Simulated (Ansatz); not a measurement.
Problem. Name crystals whose computed values (PBEsol in the plane-wave PAW code Ansatz) fall in these windows: Θ_D (K) 160 to 230; G_Hill (GPa) 19 to 25.

Solution. 

```
crystal                                                 Θ_D (K)  G_Hill (GPa)
------------------------------------------------------  -------  ------------
TaSe2, P6_3/mmc (Ta on 2c, Se on 4f)                        190          22.2
HgS, rock salt                                              190          22.6
ZnCdSe2, R3m (Zn on 3a, Cd on 3a, Se on 3a, Se on 3a)       219          20.3
ZnCdSe2, P3m1 (Zn on 1a, Cd on 1c, Se on 1c, Se on 1a)      216          19.8
GaSb, NiAs type                                             197          19.2
```
Others may fit too.

Typed or built starts, not in the databases checked: GaSb, NiAs type. Not the usual ambient phase: GaSb, NiAs type. Standing as an ambient phase not checked: TaSe2, P6_3/mmc (Ta on 2c, Se on 4f); HgS, rock salt; ZnCdSe2, R3m (Zn on 3a, Cd on 3a, Se on 3a, Se on 3a); ZnCdSe2, P3m1 (Zn on 1a, Cd on 1c, Se on 1c, Se on 1a). Began spin-polarised and lost the moments: TaSe2, P6_3/mmc (Ta on 2c, Se on 4f). Weakly bound layers, chains or molecules computed without a dispersion correction, so cells and soft constants are ill determined: TaSe2, P6_3/mmc (Ta on 2c, Se on 4f). All cells were relaxed under the symmetry of their starts (and spin orders); stability against distortions was not tested throughout. Scalar-relativistic: spin–orbit coupling is off unless named, which matters more the heavier the elements.

Potentials: the later of the program's two PAW sets.
